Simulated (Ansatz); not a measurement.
## TmGa₃Hg₃As₂N₄ (drawn start structure)

Computed with Ansatz (plane waves, PAW, 420 eV cutoff): PBE, scalar-relativistic, collinear spin, 4×4×2 k-mesh, Gaussian smearing of 0.05 eV. The datasets are Ansatz's generated set soft_2.

```
Tm Ga Hg As N
1.0
     6.21462    0.00000    0.00000
     0.00000    6.21462    0.00000
     0.00000    0.00000   12.24062
Tm Ga Hg As N
1 3 3 2 4
Cartesian
  0.0000 0.0000 0.0000
  3.1073 3.1073 2.5533
  3.1073 3.1073 9.6874
  3.1073 3.1073 0.0000
  0.0000 0.0000 9.0998
  0.0000 0.0000 3.1408
  0.0000 0.0000 6.1203
  0.0000 3.1073 0.0000
  3.1073 0.0000 0.0000
  2.5602 0.0000 6.1203
  3.6544 0.0000 6.1203
  0.0000 2.5602 6.1203
  0.0000 3.6544 6.1203
```

The start was a prototype's sites filled with these elements, not a measured cell.

Magnetic state: ferromagnetic, site spin moments Tm 1.41; Ga -0.06; As 0.11 μB.

Path: Γ–X–M–Γ–Z–R–A–Z | X–R | M–A, with Γ = (0.000, 0.000, 0.000), X = (0.000, 0.500, 0.000), M = (0.500, 0.500, 0.000), Z = (0.000, 0.000, 0.500), R = (0.000, 0.500, 0.500), A = (0.500, 0.500, 0.500) in reciprocal vectors of the calculation's cell.

Is it a metal or an insulator, and if it has a gap, where are the band edges on this path?

A metal: bands cross the Fermi level.

Bands as a text map, energy in eV from the Fermi level (dashes), each leg drawn with the same width, + spin up, o spin down, # both:
```
  4.86 |############ # #####  ###  ###o###o ## ##  #####o
  4.57 |o########+#####oo##oo# # ####### ++o####o########
  4.29 |+#o####+## ## #++##### ####### ### ########      
  4.00 |#++##+ #    #  ##+ ####### #  # ####++++#+#   o##
  3.71 |## o# #   #o ######o##+## #      o##   #   ###+  
  3.43 | o## # +##o####  o#+++o###########++#######o# ###
  3.14 |###########+#####++ooo#   #o#  ###oo####oo ###o  
  2.86 |########o  #####+#####o##### + # ####ooo###      
  2.57 |#  # ####### # ###### # ## ###+ ## ##   ####o  ++
  2.29 |#########o##  ##       #o+#   o     #####++####oo
  2.00 |++ ##o##    ###+   +++#############+oo#####    ##
  1.71 |####  #######+###################+##    #########
  1.43 |########  # ####+#    ####o# +####  #############
  1.14 |  # ###### ###o o############o  ###########      
  0.86 |########### #####################################
  0.57 |##+  ######## +#o####### ######   ###############
  0.29 |ooo+#++  ### #ooooooooo###########oo++++ ########
  0.00 |#ooo#oo######o-######ooo#########oo#oooo#########
 -0.29 |####ooooo#o#o##############oo#o#o###oooo###oooooo
 -0.57 |ooo###ooo  o##ooo###o####+ +oooo###o###++++   ooo
 -0.86 |#################ooooooo##########oo#############
 -1.14 |+###+++########+#########++++###+###++###++######
 -1.43 |+++++++#++++#++++++++++++########++++++++##++++##
 -1.71 |  ##o        #        ####o      #     oo##      
 -2.00 |+#+++###++++#+#++++++#+++####+++#+#+#######++++++
 -2.29 |#####+ +#  o+ ###########+  +###  ##+++++++   o##
 -2.57 |         ##+                               ###+  
 -2.86 |##+           +#######+           +#             
        Γ    X    M    Γ    Z    R    A    ZX     RM    A
```

Without a U the open 4f shell is pinned at the Fermi level, an artefact: in the real crystal it splits into occupied and empty levels away from it, and its large orbital moment is missing here. Spin–orbit coupling, which matters for such heavy elements, is left out. The run wasn't fully tested for a lower electronic state. Site moments are of spin, integrated over atomic spheres. Only parallel moments were tried, so the real magnetic order may be another.

The open shells may stand above their lowest state, and forces and pressures are less sure for it.
